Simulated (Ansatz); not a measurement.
SnOSe as a Janus 1T monolayer, relaxed with r2SCAN in the PAW code Ansatz. The sheet's in-plane cell has a = 3.517 Å, b = 3.517 Å (γ = 120.0°), and its outermost atoms lie 2.54 Å apart along the normal. Around Sn lie 3 O at 2.22 Å and 3 Se at 2.62 Å; around O lie 3 Sn at 2.22 Å; around Se lie 3 Sn at 2.62 Å.

The axes x, y and z are those of this cell:
```xyz
3
Lattice="3.5169 0.0000 0.0000 -1.7584 3.0457 0.0000 0.0000 0.0000 29.2993" Properties=species:S:1:pos:R:3 pbc="T T F"
Sn    0.0000    0.0000    9.2525
O     0.0000    2.0305   10.1433
Se    1.7584    1.0152    7.6042
```
The sheet repeats along a and b alone.

Unstrained: With HSE06 the gap is 0.570 eV and direct, at Γ. Meshes: HSE06 6×6×1. Strains are changes of length per length, and xy shears are angles. After each strain the atoms were relaxed again with r2SCAN within the symmetry that the strain leaves, so tilts or polar shifts that break it weren't tested; points keep the names that they have in the unstrained zone. Note: simulated data, non-magnetic, for a generated structure that need not be the stable one.

**Question.** Estimate what in-plane biaxial +0.5 % does to the gap.

**Answer.** HSE06: the gap goes from 0.570 to 0.627 eV (+0.057 eV).

**Question.** Estimate what xy shear, engineering strain (angle) -2.5 % does to the gap.

**Answer.** HSE06: the gap goes from 0.570 to 0.458 eV (-0.112 eV).

**Question.** Apply uniaxial -2.5 % along x, other directions held. How far does the gap move, against the unstrained cell?

**Answer.** HSE06: the gap goes from 0.570 to 0.265 eV (-0.305 eV).

Spin-orbit coupling is left out, which matters wherever the heavy atoms make up the band edges.

The meshes of the hybrids are coarse, so their gaps aren't converged to the digits shown.
